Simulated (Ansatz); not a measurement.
Al2W:
```xyz
6
Lattice="0.0000 4.1368 4.4456 2.4602 0.0000 4.4456 2.4602 4.1368 0.0000" Properties=species:S:1:pos:R:3 pbc="T T T"
Al     1.2301     0.6869     2.2228
Al     1.2301     3.4500     2.2228
Al     2.4602     1.3816     4.4456
Al     2.4602     6.8921     4.4456
W      3.6903     6.2052     6.6684
W      2.4602     4.1368     4.4456
```

Relaxed with PBEsol. Special points in fractions of this cell's reciprocal vectors: Γ (0.000, 0.000, 0.000); Y (0.500, 0.000, 0.500); T (1.000, 0.500, 0.500); Z (0.500, 0.500, 0.000); Σ0 (0.000, 0.415, 0.415); U0 (1.000, 0.585, 0.585); C0 (0.500, 0.238, 0.738); A0 (0.500, 0.762, 0.262); L (0.500, 0.500, 0.500).

Q: List the band energies nearest the Fermi level at these points for PBEsol (plane waves, PAW; program Ansatz).

A: In eV from the Fermi level; about four levels below and three above (degenerate sets whole), none deeper than 8.9 eV; points with the same levels are listed once.

| k | below | above |
|---|---|---|
| Γ | -1.85 -1.66 -0.70 -0.40 | 0.59 1.44 2.25 |
| Y | -1.52 -1.52 -0.82 -0.82 | 0.95 0.95 4.21 4.21 |
| T | -1.17 -1.17 -0.73 -0.73 | 0.66 0.66 2.88 2.88 |
| Z | -1.26 -1.26 -0.40 -0.40 | 0.71 0.71 4.48 4.48 |
| Σ0 | -1.01 -0.71 -0.39 -0.33 | 0.53 0.65 2.79 |
| C0 | -1.40 -1.40 -0.39 -0.39 | 1.21 1.21 3.46 3.46 |
| L | -1.32 -0.73 -0.67 -0.26 | 1.09 1.35 2.32 |

Space group Fddd. The start of the workflow was typed in or built on a structure type; neither database checked (COD, Materials Project) lists it. Its standing as an ambient phase is unchecked. The PBEsol relaxation kept the symmetry of its start; whether a distortion lowers the energy is not shown. The run is not spin-polarised. Scalar-relativistic: spin–orbit coupling is off unless named, which matters more the heavier the elements.

Potentials: the earlier of the program's two PAW sets. The files were generated under PBE; for other functionals the program regenerates the frozen cores, and for LDA and PBEsol the local potential too.
